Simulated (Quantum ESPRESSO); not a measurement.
Ag2TaAu3RhNb, a curve over strain

Computed values, not a measurement. The program is pw.x of Quantum ESPRESSO 7.5 (plane-wave density functional theory). The cell is made up: eight metal atoms on a face-centred cubic lattice, with elements, volume, strain and displacements drawn at random and not relaxed, so it may be unstable or far from any real phase. PseudoDojo standard norm-conserving files set the functional (PBE unless stated); there is no spin polarisation or spin-orbit coupling, the Fermi-Dirac width of 0.25 eV means electrons at about 2900 K, and the masses in the input are unused placeholders. Heavy elements are run without spin-orbit coupling, which real alloys of them have. A spin test at this wide smearing found no moment, but such smearing suppresses magnetism that the real alloy may have.

Seven runs add a strain to one cell (uniform); the atoms follow the cell and are not relaxed. Stress in the table is positive in tension.

Input of the run at -0.0001:

```
&control calculation='scf', pseudo_dir='./dojo.nc.sr.pbe.v0_5.standard.upf', outdir='./o', disk_io='minimal', tprnfor=.true., tstress=.true. /
&system ibrav=0, nat=8, ntyp=5, nbnd=81, ecutwfc=87.97787729, nosym=.true., tot_charge=0,
 occupations='smearing', smearing='fd', degauss=0.0183746611
/
&electrons conv_thr=1.470e-08, electron_maxstep=70, mixing_beta=0.5 /
ATOMIC_SPECIES
Ag 1.0 Ag.upf
Au 1.0 Au.upf
Nb 1.0 Nb.upf
Rh 1.0 Rh.upf
Ta 1.0 Ta.upf
CELL_PARAMETERS angstrom
2.1031 4.2266 2.0791
2.1003 -4.2222 2.0731
2.1871 -0.0038 -6.3136
ATOMIC_POSITIONS angstrom
Ag 0.0395 -0.0609 -0.0175
Ta 2.1706 -2.0924 -0.0354
Au 2.1787 -0.0412 -2.0736
Au 4.3304 -2.1356 -2.1463
Rh 2.1723 -0.0052 2.0988
Ag 2.106 2.1056 -0.0303
Au 4.1934 0.0553 -0.0042
Nb 4.2846 2.0713 -2.1226
K_POINTS automatic
5 5 4 1 1 1
```

```
added strain  free energy less that of the input shown (eV)  stress xx (GPa)  stress yy (GPa)  stress zz (GPa)  stress xy (GPa)  pressure (GPa)  iterations
     -0.0156                                        -0.3489             4.66             6.69             4.47             1.79           -5.27          14
     -0.0124                                        -0.2972             5.90             7.93             5.74             1.76           -6.52          14
     -0.0049                                        -0.1337             8.54            10.56             8.44             1.70           -9.18          13
     -0.0001                                         0.0000            10.04            12.06             9.98             1.67          -10.69          14
     +0.0067                                         0.2247            11.94            13.93            11.93             1.62          -12.60          14
     +0.0121                                         0.4301            13.27            15.24            13.30             1.58          -13.94          14
     +0.0205                                         0.7934            15.06            16.99            15.15             1.52          -15.74          14
```

A cubic fit gives a slope of stress xx against the added strain of 298 GPa at zero added strain, with the atoms clamped. Across the table the energy follows the integral of volume times stress to 1.8 meV. A rerun of one of the cells at a higher cutoff and on a denser mesh moved values by no more than 0.008 eV in energy, 0.05 GPa in stress and 0.003 eV/Å in force, and a second program with other atomic files agreed on that cell to 2 % rms in force and 0.5 GPa in pressure.